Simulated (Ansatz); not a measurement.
# Rh (Fm-3m), an elastic constant from a strain scan

Theory: DFT r2SCAN, scalar-relativistic, plane waves, PAW in Ansatz 0.2.0. The runs took a 500 eV cutoff, a Γ-centred 22×22×22 mesh and Gaussian smearing (0.15 eV). No spin polarisation. Energies are free energies at this smearing, counted from the undisturbed cell; pressure is positive in compression.

The starting cell (as given, not relaxed at this level; it stands at -0.6 GPa):

```
Rh
1.0
     0.00000    1.90155    1.90155
     1.90155    0.00000    1.90155
     1.90155    1.90155    0.00000
Rh
1
Cartesian
  0.0000 0.0000 0.0000
```

The cell is strained by ε times the Voigt pattern (0, 0, 1, 0, 0, 0) (xx, yy, zz, yz, xz, xy; engineering shear) with fractional coordinates fixed. The cell holds 1 atom in V0 = 13.75 Å³. The stress column is τ = (1/V0) dE/dε, got from the stress tensor σ (compression positive) at each point as −det(1 + εP) σ : P(1 + εP)⁻¹, with P the pattern as a tensor.

| ε | ΔE (meV/atom) | τ (GPa) |
| --- | --- | --- |
| -0.0200 | 6.820 | -8.775 |
| -0.0150 | 3.586 | -6.311 |
| -0.0100 | 1.392 | -3.923 |
| -0.0050 | 0.207 | -1.609 |
| 0.0000 | 0.000 | 0.631 |
| 0.0050 | 0.739 | 2.800 |
| 0.0100 | 2.393 | 4.897 |
| 0.0150 | 4.933 | 6.926 |
| 0.0175 | 6.525 | 7.915 |
| 0.0200 | ? | ? |

Task: Which combination of elastic constants does this scan measure, and how large is it?

Result: For small ε, τ = τ0 + Kε with K = pᵀCp, which for this pattern is C11 in the cubic axes. The parabola through τ at ε = -0.0050, 0 and 0.0050 has slope K = 441 GPa at zero. The energies per cell, E = NΔE, of the same two points give K = 2[E(ε₊)/ε₊ − E(ε₋)/ε₋]/[(ε₊ − ε₋)V0] = 441 GPa, in agreement.

Task: Predict the withheld row at ε = 0.0200 from the harmonic law, and compare.

Result: ΔE = V0(τ0 ε + Kε²/2)/N = 8.652 meV/atom and τ = 9.45 GPa. The calculation gives 8.328 meV/atom and 8.89 GPa, a miss of 3.7 % of the harmonic energy, so the harmonic law still holds on this side, though at ε = -0.0200 the energy lies 5 % above it.

In a metal these slopes depend on the k mesh and the smearing.